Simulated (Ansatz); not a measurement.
**Calculated S-33 nuclear quadrupole resonance for MgCu₆S₆**

Cell: a Materials Project structure (computed, not necessarily an observed phase), taken as it stands.

Space group Cm (No. 8); a = 6.5056, b = 3.7579, c = 18.0229 Å, β = 90.49°.

| site | Wyckoff | site symmetry | x | y | z |
| --- | --- | --- | --- | --- | --- |
| Mg | 2a | m | 0.3371 | 0.0000 | 0.4915 |
| Cu2 | 2a | m | 0.6694 | 0.0000 | 0.3551 |
| Cu3 | 2a | m | 0.3323 | 0.0000 | 0.9007 |
| Cu4 | 2a | m | 0.3311 | 0.0000 | 0.6415 |
| Cu5 | 2a | m | 0.6678 | 0.0000 | 0.0970 |
| Cu6 | 2a | m | 0.3335 | 0.0000 | 0.2412 |
| Cu7 | 2a | m | 0.6666 | 0.0000 | 0.7526 |
| S8 | 2a | m | 0.0049 | 0.0000 | 0.4059 |
| S9 | 2a | m | 0.9995 | 0.0000 | 0.9404 |
| S10 | 2a | m | 0.9963 | 0.0000 | 0.5910 |
| S11 | 2a | m | 0.0006 | 0.0000 | 0.0574 |
| S12 | 2a | m | 0.3336 | 0.0000 | 0.7723 |
| S13 | 2a | m | 0.6667 | 0.0000 | 0.2257 |

One atom of each set is listed; the run and its k-mesh use a cell of 13 atoms with edges of 3.76, 3.76, 18.02 Å.

The numbers come from a DFT calculation in Ansatz (PBE, plane waves and PAW, scalar-relativistic, 420 eV cutoff, Γ-centred 9×9×2 k-points, Fermi–Dirac smearing 0.05 eV).

S-33: I = 3/2, Q = -69.40 mb (year-2017 value). Static lattice, zero field.

Q: Predict the zero-field S-33 lines of each site.

A: For I = 3/2 there is one line, ν = (|C_Q|/2)(1 + η²/3)^½.

```
site  atoms  V_zz (10²¹ V/m²)  C_Q (MHz)     η  line frequencies (MHz)
  S8      1             -5.44       9.12  0.02                    4.56
  S9      1             19.51      -32.7  0.00                    16.4
 S10      1             -6.34       10.6  0.00                    5.32
 S11      1             19.44      -32.6  0.00                    16.3
 S12      1              0.84      -1.40  0.00                   0.702
 S13      1              1.05      -1.76  0.01                   0.879
```

The structure holds S–S bonds (2.11 Å). At S9 and S11 V_zz points along its shortest bond, to S (within 1°) in each case.

With no gap above 0.1 eV, as in a metal, the gradients converge slowly in k; expect changes of a tenth or more on a denser mesh.
